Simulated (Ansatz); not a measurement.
SiBCN:
```yaml
crystal:
  lattice:
    - [1.41489, 0.81689, 4.67418]
    - [-1.41489, 0.81689, 4.67418]
    - [0.00000, -1.63377, 4.67418]
  atoms:
    - { symbol: B, position: [0.99271, 0.99271, 0.99271] }
    - { symbol: N, position: [0.12107, 0.12107, 0.12107] }
    - { symbol: Si, position: [0.50414, 0.50414, 0.50414] }
    - { symbol: C, position: [0.63211, 0.63211, 0.63211] }
```

Relaxed with r²SCAN.

**Question.** Give the Bader charges and basin volumes of the independent atoms, r²SCAN in the plane-wave PAW code Ansatz.

**Answer.** 

```csv
atom,Bader charge (e),Bader volume (Å³)
B1,+1.87,2.7
N2,-2.36,12.7
Si3,+3.05,3.4
C4,-2.56,13.6
```

Space group R3m. The start of the workflow was typed in or built on a structure type; neither database checked (COD, Materials Project) lists it. Whether it is the stable phase at ambient conditions was not checked. The cell was relaxed with r²SCAN under the symmetry of its start; whether a distortion lowers the energy is not shown. The volume moved by -18 % from the start of the relaxation.

Potentials: the earlier of the program's two PAW sets. The files were generated under PBE; for other functionals the program regenerates the frozen cores, and for LDA and PBEsol the local potential too.
